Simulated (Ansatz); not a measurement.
The elements of this relaxed trial crystal are hidden behind letters.

```
lattice vectors (Å)
   6.0020    0.0000    0.0000
   0.0000    8.8712    0.0000
   0.0000    0.0000    3.0663
fractional positions
X 0.0000 0.0000 0.4067
X 0.0000 0.6744 0.9088
X 0.0000 0.3256 0.9088
Z 0.5000 0.6765 0.1371
Z 0.5000 0.3235 0.1371
Q 0.5000 0.0000 0.2515
```

Computed with Ansatz, DFT PBE, scalar-relativistic, plane waves, PAW. The final run on the 6-atom cell used 420 eV, a Γ-centred 6×4×12 mesh, 0.10 eV smearing and no spin polarisation.

| Item | Value |
| --- | --- |
| Space group | Pmm2 (No. 25) |
| Conventional cell | a = 6.002 Å, b = 8.871 Å, c = 3.066 Å |
| Volume per atom | 27.21 Å³ |
| Density | 6.74 g/cm³ |
| Formation energy | +0.06 eV/atom |
| Gap on the 6×4×12 mesh of the 6-atom cell | 0 eV (a metal) |

Energies are uncorrected and count from the elements' standard states at the same level.

Question: X is a p-block element of period 5, Z is a p-block element of period 5 and Q is a p-block element of period 4. Which elements are they?

Answer: X = In, Z = Sb, Q = As, so the formula is In3Sb2As. Density times volume gives a mean mass of 6.74 × 27.21/1.6605 = 110.4 u per atom, and this set has 110.5 u. Around In on a site of symmetry mm2 lie 2 As at 3.04 Å, 2 In at 3.07 Å and 4 In at 3.27 Å; Sb has 1 As at 2.89 Å, 3 Sb at 3.07–3.13 Å and 2 In at 3.08 Å; As has 2 Sb at 2.89 Å, 2 In at 3.04 Å and 2 As at 3.07 Å; 1 more site not described. Other sets within the hints have nearly the same mass, so mass alone doesn't settle it; this one was computed.

These runs have no spin–orbit coupling, which can matter for Sb. Symmetry constrained the relaxation, so the result can be a saddle point. Another cell of In3Sb2As relaxed alike, in P6_3mc, lies 199 meV/atom lower, so this cell isn't the stable form at this level.
